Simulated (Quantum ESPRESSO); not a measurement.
Si14NB, input and log of a self-consistent run

A calculation, not a measurement. The program is pw.x of Quantum ESPRESSO 7.5 (plane-wave density functional theory). The cell is made up: 16 atoms on a doubled zincblende/diamond lattice, with randomly drawn elements, strain and displacements, not relaxed. PseudoDojo standard norm-conserving files (v0.5 for PBE, v0.4.1 for LDA and PBEsol) set the functional; there is no spin polarisation, spin-orbit coupling or dispersion term, and the masses in the input are unused placeholders.

Input:

```
&control calculation='scf', pseudo_dir='./dojo.nc.sr.pbe.v0_5.standard.upf', outdir='./o', disk_io='low', tprnfor=.true., tstress=.true. /
&system ibrav=0, nat=16, ntyp=3, nbnd=42, ecutwfc=84.00895049, nosym=.true., tot_charge=0,
 occupations='smearing', smearing='fd', degauss=0.0073498644
/
&electrons conv_thr=7.350e-09, electron_maxstep=60, /
ATOMIC_SPECIES
B 1.0 B.upf
N 1.0 N.upf
Si 1.0 Si.upf
CELL_PARAMETERS angstrom
5.2274 0.0585 -0.0055
0.0585 5.4241 0.0223
-0.0109 0.0445 10.6118
ATOMIC_POSITIONS angstrom
Si -0.0201 -0.0538 0.0111
Si -0.0006 2.7648 2.6596
Si 2.5954 -0.0327 2.6286
Si 2.5899 2.694 -0.031
Si -0.0801 0.0638 5.2774
Si 0.0393 2.7569 7.967
Si 2.5987 0.0845 7.9292
N 2.6124 2.7518 5.3366
Si 1.3351 1.3664 1.2655
Si 1.3645 4.0228 4.0177
Si 3.8886 1.3995 4.0508
Si 4.0129 4.1469 1.3357
Si 1.311 1.4479 6.594
Si 1.3239 4.0633 9.2552
Si 3.8712 1.4777 9.2321
B 3.9713 4.1395 6.6185
K_POINTS automatic
6 6 4 1 1 1
```

The log is shortened where brackets say so; the opening notice, blank lines, dates and the lines on written files are dropped, and the path of the files is cut. It prints rydbergs, bohrs and kilobars, and counts compression as positive stress.

```
     Program PWSCF v.7.5
     Parallel version (MPI & OpenMP), running on       4 processor cores
     Number of MPI processes:                 4
     Threads/MPI process:                     1
     [start-up lines left out]
     bravais-lattice index     =            0
     lattice parameter (alat)  =       9.8790  a.u.
     unit-cell volume          =    2030.1992 (a.u.)^3
     number of atoms/cell      =           16
     number of atomic types    =            3
     number of electrons       =        64.00
     number of Kohn-Sham states=           42
     kinetic-energy cutoff     =      84.0090  Ry
     charge density cutoff     =     336.0358  Ry
     scf convergence threshold =      7.3E-09
     mixing beta               =       0.7000
     number of iterations used =            8  plain     mixing
     Exchange-correlation= PBE
                           (   1   4   3   4   0   0   0)
     [axes and pseudopotential details left out]
   Cartesian axes
     site n.     atom                  positions (alat units)
         1        Si     tau(   1) = (  -0.0038449  -0.0102913   0.0021233  )
         2        Si     tau(   2) = (  -0.0001148   0.5288720   0.5087485  )
         3        Si     tau(   3) = (   0.4964679  -0.0062551   0.5028186  )
         4        Si     tau(   4) = (   0.4954158   0.5153288  -0.0059299  )
         5        Si     tau(   5) = (  -0.0153221   0.0122041   1.0095012  )
         6        Si     tau(   6) = (   0.0075176   0.5273608   1.5239884  )
         7        Si     tau(   7) = (   0.4970991   0.0161638   1.5167577  )
         8        N      tau(   8) = (   0.4997197   0.5263852   1.0208254  )
         9        Si     tau(   9) = (   0.2553881   0.2613754   0.2420745  )
        10        Si     tau(  10) = (   0.2610119   0.7695118   0.7685362  )
        11        Si     tau(  11) = (   0.7438410   0.2677070   0.7748678  )
        12        Si     tau(  12) = (   0.7676180   0.7932506   0.2555029  )
        13        Si     tau(  13) = (   0.2507781   0.2769653   1.2613505  )
        14        Si     tau(  14) = (   0.2532457   0.7772589   1.7704051  )
        15        Si     tau(  15) = (   0.7405126   0.2826657   1.7659863  )
        16        B      tau(  16) = (   0.7596605   0.7918350   1.2660370  )
     number of k points=    72  Fermi-Dirac smearing, width (Ry)=  0.0073
                       cart. coord. in units 2pi/alat
        k(    1) = (   0.0825171   0.0791743   0.0613320), wk =   0.0277778
        k(    2) = (   0.0826524   0.0786665   0.1844926), wk =   0.0277778
     [further k points left out]
     Dense  grid:   211113 G-vectors     FFT dimensions: (  60,  60, 120)
     Estimated max dynamical RAM per process >     632.30 MB
     Estimated total dynamical RAM >       2.32 GB
     Initial potential from superposition of free atoms
     starting charge      63.9912, renormalised to      64.0000
     Starting wfcs are   64 randomized atomic wfcs
     total cpu time spent up to now is       15.5 secs
     per-process dynamical memory:   516.6 Mb
     Self-consistent Calculation
     iteration #  1     ecut=    84.01 Ry     beta= 0.70
     Davidson diagonalization with overlap
     ethr =  1.00E-02,  avg # of iterations =  3.3
     total cpu time spent up to now is       50.1 secs
     total energy              =    -144.53698946 Ry
     estimated scf accuracy    <       0.69921785 Ry
     iteration #  2     ecut=    84.01 Ry     beta= 0.70
     Davidson diagonalization with overlap
     ethr =  1.09E-03,  avg # of iterations =  6.2
     total cpu time spent up to now is       89.1 secs
     total energy              =    -144.25758071 Ry
     estimated scf accuracy    <       2.50208040 Ry
     iteration #  3     ecut=    84.01 Ry     beta= 0.70
     Davidson diagonalization with overlap
     ethr =  1.09E-03,  avg # of iterations =  3.3
     total cpu time spent up to now is      122.9 secs
     total energy              =    -144.65344608 Ry
     estimated scf accuracy    <       0.43311878 Ry
     iteration #  4     ecut=    84.01 Ry     beta= 0.70
     Davidson diagonalization with overlap
     ethr =  6.77E-04,  avg # of iterations =  2.6
     total cpu time spent up to now is      152.4 secs
     total energy              =    -144.70776174 Ry
     estimated scf accuracy    <       0.32370803 Ry
     iteration #  5     ecut=    84.01 Ry     beta= 0.70
     Davidson diagonalization with overlap
     ethr =  5.06E-04,  avg # of iterations =  2.0
     total cpu time spent up to now is      179.0 secs
     total energy              =    -144.74800044 Ry
     estimated scf accuracy    <       0.01752620 Ry
     [iterations 6 to 8 left out]
     iteration #  9     ecut=    84.01 Ry     beta= 0.70
     Davidson diagonalization with overlap
     ethr =  2.22E-07,  avg # of iterations =  3.9
     total cpu time spent up to now is      324.5 secs
     total energy              =    -144.75332557 Ry
     estimated scf accuracy    <       0.00002694 Ry
     iteration # 10     ecut=    84.01 Ry     beta= 0.70
     Davidson diagonalization with overlap
     ethr =  4.21E-08,  avg # of iterations =  2.0
     total cpu time spent up to now is      350.8 secs
     total energy              =    -144.75332812 Ry
     estimated scf accuracy    <       0.00000513 Ry
     iteration # 11     ecut=    84.01 Ry     beta= 0.70
     Davidson diagonalization with overlap
     ethr =  8.01E-09,  avg # of iterations =  2.4
     total cpu time spent up to now is      377.4 secs
     total energy              =    -144.75332895 Ry
     estimated scf accuracy    <       0.00000024 Ry
     iteration # 12     ecut=    84.01 Ry     beta= 0.70
     Davidson diagonalization with overlap
     ethr =  3.83E-10,  avg # of iterations =  4.6
     total cpu time spent up to now is      413.1 secs
     total energy              =    -144.75332907 Ry
     estimated scf accuracy    <       0.00000009 Ry
     iteration # 13     ecut=    84.01 Ry     beta= 0.70
     Davidson diagonalization with overlap
     ethr =  1.34E-10,  avg # of iterations =  2.0
     total cpu time spent up to now is      438.2 secs
     End of self-consistent calculation
          k = 0.0825 0.0792 0.0613 ( 26401 PWs)   bands (ev):
    -7.7033  -5.8354  -4.8535  -3.8642  -2.5531  -2.3778  -2.2333  -2.0644
    -1.2863  -1.1783  -0.9849  -0.8614  -0.3542   1.7224   1.9351   2.0009
     2.5174   2.5754   2.6653   2.7951   2.8725   3.0190   3.3273   3.4006
     3.4640   3.8443   3.9800   4.3949   4.7312   5.2783   5.7896   6.1898
     6.2273   7.0401   7.1963   7.2756   7.3731   7.5578   7.6560   7.9300
     8.5556   8.6842
     [levels at the other k points left out]
     the Fermi energy is     6.1435 ev
!    total energy              =    -144.75332908 Ry
     estimated scf accuracy    <          7.1E-09 Ry
     smearing contrib. (-TS)   =      -0.00325034 Ry
     internal energy E=F+TS    =    -144.75007874 Ry
     The total energy is F=E-TS. E is the sum of the following terms:
     one-electron contribution =      29.61645106 Ry
     hartree contribution      =      14.38755374 Ry
     xc contribution           =     -51.31453773 Ry
     ewald contribution        =    -137.43954581 Ry
     convergence has been achieved in  13 iterations
     Forces acting on atoms (cartesian axes, Ry/au):
     atom    1 type  3   force =     0.01428936    0.04033797   -0.04442280
     atom    2 type  3   force =     0.01438830   -0.05728768    0.03003376
     atom    3 type  3   force =     0.00238057    0.03036898    0.03386622
     atom    4 type  3   force =     0.04379551    0.04052088    0.02476410
     atom    5 type  3   force =     0.01804743   -0.09795289    0.08751890
     atom    6 type  3   force =    -0.07674597    0.03965872   -0.07998679
     atom    7 type  3   force =     0.03996080   -0.06977385   -0.05913595
     atom    8 type  2   force =    -0.01560358   -0.01250104   -0.02068273
     atom    9 type  3   force =    -0.04010454   -0.02340472    0.03775865
     atom   10 type  3   force =     0.04444933   -0.03286705    0.06268630
     atom   11 type  3   force =    -0.09026318    0.09562732   -0.02511351
     atom   12 type  3   force =    -0.04791296   -0.02608354   -0.02049990
     atom   13 type  3   force =     0.04769101    0.03613683   -0.05918707
     atom   14 type  3   force =     0.00069794    0.05696825    0.00179815
     atom   15 type  3   force =     0.03978312   -0.03826971    0.00456874
     atom   16 type  1   force =     0.00514685    0.01852154    0.02603392
     Total force =     0.320950     Total SCF correction =     0.000120
     Computing stress (Cartesian axis) and pressure
          total   stress  (Ry/bohr**3)                   (kbar)     P=        0.15
   0.00011842  -0.00005743   0.00009242           17.42       -8.45       13.60
  -0.00005743  -0.00013073  -0.00003049           -8.45      -19.23       -4.49
   0.00009242  -0.00003049   0.00001531           13.60       -4.49        2.25
     init_run     :     14.80s CPU     15.44s WALL (       1 calls)
     electrons    :    417.96s CPU    422.76s WALL (       1 calls)
     forces       :      7.74s CPU      7.80s WALL (       1 calls)
     stress       :     26.40s CPU     27.27s WALL (       1 calls)
     [timing details left out]
     PWSCF        :   7m47.30s CPU   7m53.79s WALL
     JOB DONE.
```

In other units: free energy -1969.469 eV for the cell, pressure 0.01 GPa, largest force component 2.518 eV/Å. A rerun of the same cell at another strain at 1437 eV and a 8 x 8 x 6 mesh moved values by no more than 0.003 eV in energy, 0.02 GPa in stress and 0.010 eV/Å in force.